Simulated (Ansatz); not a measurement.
## FeNi: do energies and stresses tell the same story?

All numbers below come from DFT r2SCAN, scalar-relativistic, plane waves, PAW (Ansatz 0.2.0).

Plane waves to 500 eV, a k mesh through Γ of 16×16×12 on the computed 2-atom cell and Gaussian smearing (0.10 eV); collinear spin from starting moments 3.25 0.85 μB.

Relaxed cell: P4/mmm, a = 2.513 Å, b = 2.513 Å, c = 3.535 Å, α = 90.00°, β = 90.00°, γ = 90.00°, 2 atoms in the primitive cell. Whether it is the stable form of this composition wasn't checked.

Energies at zero smearing and pressures from the stress tensor, at volumes with shape and atoms relaxed:
```csv
V (Å³/atom),E − E(first) (meV/atom),P (GPa)
10.491,0.00,13.75
10.826,-20.42,6.34
11.161,-26.83,0.00
11.496,-20.81,-5.54
11.831,-4.08,-10.22
```

Question: Check P = −dE/dV between neighbouring volumes, and get the bulk modulus from the pressures alone.

Answer: With 1 eV/Å³ = 160.2 GPa:
```csv
middle V (Å³/atom),−ΔE/ΔV (GPa),mean P (GPa)
10.659,9.769,10.044
10.994,3.067,3.170
11.328,-2.879,-2.771
11.663,-8.006,-7.883
```

The two differ by 0.28 GPa at most. The mean of two end pressures misses the average over a step by about ΔV² P″/12, up to 0.11 GPa here; with that taken off 0.17 GPa remains. The stress is the derivative of the free energy, not of the energy at zero smearing, and with free energies 0.02 GPa remains. Around V = 11.161 Å³/atom, the two neighbours give B = −V ΔP/ΔV = 11.161 × 11.88 / 0.670 = 198.0 GPa, against B0 = 196.4 GPa from the Birch–Murnaghan fit of the energies.

The state reached may not be the lowest one. Only parallel moments were tried here.

Only this magnetic start was tried.

Cost: 6 runs of about 25 core-minutes in all, on Arm Neoverse V1 (shared hosts).